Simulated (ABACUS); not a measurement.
A relaxation of the atoms of Bi₂Te₃ (R-3m, 5 atoms in the cell; from Materials Project mp-34202, lattice scaled a little) with ABACUS.

Computed with ABACUS 3.10.1 with PBE, numerical atomic orbitals DZP (confined pseudo-atomic orbitals with Gaussian additions; energy shift 0.01 Ry), PseudoDojo 0.5 standard norm-conserving PBE (tails mended) pseudopotentials.

```yaml
crystal:
  lattice:
    - [2.19669, 1.26826, 10.69222]
    - [-2.19669, 1.26826, 10.69222]
    - [0.00000, -2.53652, 10.69222]
  atoms:
    - { symbol: Bi, position: [0.60317, 0.60317, 0.60317] }
    - { symbol: Bi, position: [0.39683, 0.39683, 0.39683] }
    - { symbol: Te, position: [0.78319, 0.78319, 0.78319] }
    - { symbol: Te, position: [0.21681, 0.21681, 0.21681] }
    - { symbol: Te, position: [0.00000, 0.00000, 0.00000] }
```

Reference input (self-consistent single point, DFT, PBE, numerical atomic orbitals DZP (confined pseudo-atomic orbitals with Gaussian additions; energy shift 0.01 Ry), PseudoDojo 0.5 standard norm-conserving PBE (tails mended) pseudopotentials): basis = DZP numerical atomic orbitals, energy shift 0.01 Ry; KPT = Gamma 6 6 6 0 0 0; basis_type = lcao; dft_functional = PBE; ecutwfc = 100 Ry; smearing_method = fd; smearing_sigma = 0.00146997 Ry; potentials = PseudoDojo 0.5 standard norm-conserving PBE (tails mended); symmetry = 1; ks_solver = genelpa; scf_nmax = 100; scf_thr = 1.0e-06. This run's input differs from it in these lines:

```diff
@@ -2,3 +2,3 @@
 INPUT_PARAMETERS
-calculation          scf
+calculation          relax
 basis_type           lcao
@@ -15,2 +15,6 @@
 mixing_type          broyden
+relax_method         cg
+relax_nmax           40
+force_thr_ev         0.02
+out_stru             1
 cal_force            1
@@ -42,4 +46,4 @@
 2
-  -0.0000000000    0.0000000000   36.5618110607
-   0.0000000000   -0.0000000000   24.0542856628
+  -0.0000000000    0.0000000000   36.5618110607 1 1 1
+   0.0000000000   -0.0000000000   24.0542856628 1 1 1
 
@@ -48,5 +52,5 @@
 3
-   0.0000000000    0.0000000000   47.4741026412
-   0.0000000000   -0.0000000000   13.1419940823
-   0.0000000000    0.0000000000    0.0000000000
+   0.0000000000    0.0000000000   47.4741026412 1 1 1
+   0.0000000000   -0.0000000000   13.1419940823 1 1 1
+   0.0000000000    0.0000000000    0.0000000000 1 1 1
 # file: KPT
```

Log, with long lists cut:

```
 STEP OF RELAXATION : 1
 -------------------------------------------

                  longest orb rcut (Bohr) = 7.1
   longest nonlocal projector rcut (Bohr) = 2.54
                     search radius (Bohr) = 19.3

                          real space grid = [ 135, 135, 135 ]

                                 init_chg = atomic

 LCAO ALGORITHM --------------- ION=   1  ELEC=   1--------------------------------

 Density error is 0.0323807306614
 E_KohnSham     -955.8540429818      -13005.0614408892
 E_Fermi        0.6457752173         8.7862225818

 LCAO ALGORITHM --------------- ION=   1  ELEC=   2--------------------------------

   [... lines left out ...]

   [... 5 blocks of this kind left out ...]

 LCAO ALGORITHM --------------- ION=   1  ELEC=   8--------------------------------

 Density error is 2.21131962661e-06
 E_KohnSham     -955.8909631323      -13005.5637653066
 E_Fermi        0.6545549240         8.9056766199

 LCAO ALGORITHM --------------- ION=   1  ELEC=   9--------------------------------

 Density error is 3.42561120628e-07
 E_KohnSham     -955.8909631324      -13005.5637653086
 E_KS(sigma->0) -955.8909631324      -13005.5637653080
 E_entropy(-TS) -0.0000000001        -0.0000000013
 E_Fermi        0.6545577092         8.9057145151
 charge density convergence is achieved
 final etot is -13005.563765 eV
 EFERMI = 8.9057145151 eV

 STATE ENERGY(eV) AND OCCUPATIONS    NSPIN == 1
   [... 46 lines left out ...]

 TOTAL-FORCE (eV/Angstrom)
                       Bi1         0.0000000000         0.0000000000         0.1918227983
                       Bi2         0.0000000000         0.0000000000        -0.1918227983
                       Te1         0.0000000000         0.0000000000         0.3675046973
                       Te2         0.0000000000         0.0000000000        -0.3675046973
                       Te3         0.0000000000         0.0000000000         0.0000000000

 TOTAL-STRESS (KBAR)
         3.5037127387         0.0000000000         0.0000000000
        -0.0000000000         3.5037120327        -0.0000000000
   [... lines left out ...]
 TOTAL-PRESSURE: 3.394925 KBAR
 E_Fermi        0.6616836793         9.0026683116
 E_Fermi        0.6616390068         9.0020605110
 E_Fermi        0.6616562174         9.0022946733
 E_Fermi        0.6616583928         9.0023242718
 final etot is -13005.59298577286 eV
 EFERMI = 9.00232427178 eV
   [... lines left out ...]
         0.0000000000        -6.0629975888         0.0000000000
         0.0000000000         0.0000000000       -14.5970994219
 TOTAL-PRESSURE: -8.907699 KBAR

 Largest gradient in force is 0.008123 eV/A.
 Threshold is 0.020000 eV/A.

 Relaxation is converged!

 --------------------------------------------
 !FINAL_ETOT_IS -13005.5929857728551724 eV
 --------------------------------------------
```

The run converged. 

Summary of the result:
```
Property                                                  Result
------------------------------------------------  --------------
Free energy E − TS                                -13005.5930 eV
Top of the valence band (on the code's own zero)         8.73 eV
Gap on the k-point mesh                                  0.55 eV
Pressure                                               -0.89 GPa
Largest force (vector length)                         0.008 eV/Å
Relaxation steps                                              17
```

Spin-orbit coupling is left out, which matters for bands and gaps with elements this heavy. The atom-centred basis is finite, which shifts total energies, pressures, gaps and forces against plane waves. The structure comes from a collection of computed structures, made at another level of theory; the collection holds predicted forms beside known ones. Its lattice was then scaled.

Cost on one core: around 17 core-minutes (rough).

The atomic orbitals were generated for these runs; they are not ABACUS's published sets and were checked against plane waves on a few crystals only.

“Tails mended”: in these copies of the files the far tail of each local potential was reset to the Coulomb form.
